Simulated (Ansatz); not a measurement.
The slice is one period of a {100} plane through atoms; its size isn't given.

Computed with PBE (plane waves to 420 eV, PAW, scalar-relativistic; Ansatz, a quantum-chemistry and plane-wave program). These are valence fields of a PAW run, semicore shells included where kept as valence: close to a nucleus they are smooth pseudo fields.

```
|%%%%#*+=-:.       .:-=+*#%%%|
|%%%%#*+=-:.       .:-=+*#%%%|
|%%%#*+=-::..     ..::-=+*#%%|
|###**+=-::.........::-=+**##|
|***++=--:::::---:::::--=++**|
|+++==--:::--=====--:::--==++|
|===---::--=+*****+=--::---==|
|---::::-=+**##%##**+=-::::--|
|:::::::-+*#%%@@@%%#*+-::::::|
|.....:-=*#%@@@@@@@%#*=-:....|
|   ..:-+*%@@@@@@@@@%*+-:..  |
|    .:=*#%@@@@@@@@@%#*=:.   |
|    .-=*#@@@@@@@@@@@#*=-.   |
|    .-=*%@@@@@@@@@@@%*=-.   |
|    .-=*#@@@@@@@@@@@#*=-.   |
|    .:=*#%@@@@@@@@@%#*=:.   |
|   ..:-+*%@@@@@@@@@%*+-:..  |
|.....:-=*#%@@@@@@@%#*=-:....|
|:::::::-+*#%%@@@%%#*+-::::::|
|---::::-=+**##%##**+=-::::--|
|===---::--=+*****+=--::---==|
|+++==--:::--=====--:::--==++|
|***++=--:::::---:::::--=++**|
|###**+=-::.........::-=+**##|
|%%%#*+=-::..     ..::-=+*#%%|
|%%%%#*+=-:.       .:-=+*#%%%|
|%%%%#*+=-:.       .:-=+*#%%%|
|%%%%#*+=-:.       .:-=+*#%%%|
```
Scale: ten equal steps from -0.66 (start of ' ') to 0.71 (end of '@'), in the order ' .:-=+*#%@'. Values: log₁₀ of the valence density in e/Å³. The map has 28 points along u (one character each, u = 0 at the left) and 28 along v (v = 0 in the bottom row). The scale is logarithmic, as a density can span decades between atoms and voids.

```
|xxxx%@@@#+-.     .-+#@@@%xxx|
|xxx#@@@%#=:.     .:=#%@@@#xx|
|xx#%@@@%+-.       .-+%@@@%#x|
|%%@@@@%*-.         .-*%@@@@%|
|@@@@@%*-.   .....   .-*%@@@@|
|@@@@%*-.   :-===-:   .-*%@@@|
|@@%%*-.  .:=*###*=:.  .-*%%@|
|%##+-.  .-+#%%@%%#+-.  .-+##|
|++=-.  .-+#%@@@@@%#+-.  .-=+|
|--:.   :+#%%%%%%%%%#+:   .:-|
|:..   :=#%%%#xxx#%%%#=:   ..|
|.    .-*%@%#xxxxx#%@%*-.    |
|     .=#%@%xxxxxxx%@%#=.    |
|     :=#@@%xxxxxxx%@@#=:    |
|     .=#%@%xxxxxxx%@%#=.    |
|.    .-*%@%#xxxxx#%@%*-.    |
|:..   :=#%%%#xxx#%%%#=:   ..|
|--:.   :+#%%%%%%%%%#+:   .:-|
|++=-.  .-+#%@@@@@%#+-.  .-=+|
|%##+-.  .-+#%%@%%#+-.  .-+##|
|@@%%*-.  .:=*###*=:.  .-*%%@|
|@@@@%*-.   :-===-:   .-*%@@@|
|@@@@@%*-.   .....   .-*%@@@@|
|%%@@@@%*-.         .-*%@@@@%|
|xx#%@@@%+-.       .-+%@@@%#x|
|xxx#@@@%#=:.     .:=#%@@@#xx|
|xxxx%@@@#+-.     .-+#@@@%xxx|
|xxxx%@@@%+-:.   .:-+%@@@%xxx|
```
Scale: ten equal steps from 0.14 (start of ' ') to 0.80 (end of '@'), in the order ' .:-=+*#%@'. Values: electron localisation function (ELF). The map has 28 points along u (one character each, u = 0 at the left) and 28 along v (v = 0 in the bottom row). Points within 0.4 Å of a nucleus are blanked (x), as the pseudised field means little there.

Problem. Which relaxed crystal do these maps come from?
(A) PbTe (rock salt)
(B) PbSe (rock salt)
(C) NbN (rock salt)

Solution. C, NbN (rock salt). Atoms on the slice: N at (0.00, 0.00); Nb at (0.50, 0.50)

All were relaxed with their symmetry unable to fall. NbN is run without spin polarisation. Spin-orbit coupling is left out. The PAW data are Ansatz's earlier set. This is a high-temperature form of NbN.
